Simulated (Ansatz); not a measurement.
GaSb:
```
CELL_PARAMETERS angstrom
      4.36446     0.00000     0.00000
     -2.18223     3.77974     0.00000
      0.00000     0.00000     9.51327
ATOMIC_POSITIONS crystal
  Ga 0.00000 0.49989 0.66667
  Ga 0.50011 0.50011 0.00000
  Ga 0.49989 0.00000 0.33333
  Sb 0.00000 0.49995 0.16667
  Sb 0.50005 0.50005 0.50000
  Sb 0.49995 0.00000 0.83333
```

Relaxed with r²SCAN.

Q: Which orbitals make up the states near the Fermi level in r²SCAN (plane waves, PAW; program Ansatz)?

A: Within 0.5 eV of the Fermi level: Sb 5p 41 %, Ga 4p 28 %, Ga 4s 18 %, Sb 5s 9 %. Projections are on Löwdin-orthogonalised atomic valence shells; empty p or d shells of many metals are not among them.

Q: Tabulate the density of states.

A: States/eV per cell of 6 atoms, in 0.25 eV bins, energy from the Fermi level.

| E (eV) | total | Sb 5p | Ga 4p | Ga 4s |
|---|---|---|---|---|
| -7.85 | 0.00 | 0.00 | 0.00 | 0.00 |
| -7.60 | 0.44 | 0.18 | 0.01 | 0.23 |
| -7.35 | 3.14 | 1.27 | 0.13 | 1.64 |
| -7.10 | 1.70 | 0.68 | 0.08 | 0.85 |
| -6.85 | 2.48 | 0.97 | 0.14 | 1.18 |
| -6.60 | 1.84 | 0.69 | 0.21 | 0.69 |
| -6.35 | 1.67 | 0.63 | 0.22 | 0.59 |
| -6.10 | 0.91 | 0.35 | 0.13 | 0.30 |
| -5.85 | 1.86 | 0.69 | 0.27 | 0.71 |
| -5.60 | 2.81 | 1.02 | 0.39 | 1.09 |
| -5.35 | 2.68 | 0.96 | 0.34 | 0.98 |
| -5.10 | 1.51 | 0.54 | 0.21 | 0.52 |
| -4.85 | 1.06 | 0.46 | 0.26 | 0.22 |
| -4.60 | 1.31 | 0.62 | 0.41 | 0.19 |
| -4.35 | 1.30 | 0.63 | 0.42 | 0.17 |
| -4.10 | 1.41 | 0.70 | 0.46 | 0.15 |
| -3.85 | 1.84 | 0.95 | 0.64 | 0.14 |
| -3.60 | 2.30 | 1.23 | 0.81 | 0.14 |
| -3.35 | 2.95 | 1.61 | 1.03 | 0.17 |
| -3.10 | 4.02 | 2.24 | 1.39 | 0.22 |
| -2.85 | 3.67 | 2.05 | 1.21 | 0.24 |
| -2.60 | 3.13 | 1.80 | 0.99 | 0.20 |
| -2.35 | 3.78 | 2.29 | 1.17 | 0.18 |
| -2.10 | 3.86 | 2.36 | 1.23 | 0.15 |
| -1.85 | 4.18 | 2.63 | 1.30 | 0.13 |
| -1.60 | 4.42 | 2.82 | 1.35 | 0.13 |
| -1.35 | 4.34 | 2.72 | 1.36 | 0.13 |
| -1.10 | 4.12 | 2.54 | 1.38 | 0.10 |
| -0.85 | 1.87 | 1.20 | 0.59 | 0.03 |
| -0.60 | 0.89 | 0.55 | 0.30 | 0.02 |
| -0.35 | 0.37 | 0.21 | 0.13 | 0.01 |
| -0.10 | 0.16 | 0.07 | 0.05 | 0.03 |
| 0.15 | 0.16 | 0.05 | 0.04 | 0.05 |
| 0.40 | 0.56 | 0.16 | 0.13 | 0.16 |
| 0.65 | 1.45 | 0.41 | 0.35 | 0.41 |
| 0.90 | 3.66 | 1.27 | 0.82 | 0.95 |
| 1.15 | 2.46 | 0.85 | 0.58 | 0.64 |
| 1.40 | 2.70 | 0.84 | 0.82 | 0.62 |
| 1.65 | 3.51 | 1.21 | 1.02 | 0.76 |
| 1.90 | 3.14 | 1.10 | 1.07 | 0.54 |
| 2.15 | 3.76 | 1.36 | 1.33 | 0.54 |
| 2.40 | 3.95 | 1.41 | 1.41 | 0.56 |
| 2.65 | 4.27 | 1.41 | 1.75 | 0.47 |
| 2.90 | 3.82 | 1.28 | 1.64 | 0.32 |
| 3.15 | 3.68 | 1.10 | 1.73 | 0.22 |
| 3.40 | 2.97 | 0.90 | 1.40 | 0.18 |
| 3.65 | 3.15 | 0.74 | 1.68 | 0.13 |
| 3.90 | 3.56 | 0.88 | 1.88 | 0.15 |
| 4.15 | 3.49 | 0.89 | 1.81 | 0.13 |
| 4.40 | 4.12 | 1.09 | 2.05 | 0.17 |
| 4.65 | 3.10 | 0.76 | 1.53 | 0.11 |

Space group P6_422. The start of the workflow was typed in or built on a structure type; neither database checked (COD, Materials Project) lists it. It is not the phase usual at ambient conditions (space group No. 216). The r²SCAN relaxation kept the symmetry of its start; whether a distortion lowers the energy is not shown. A small band overlap can be real or an error of a semilocal functional. Spin–orbit coupling is left out wherever it is not named.

Potentials: the earlier of the program's two PAW sets.
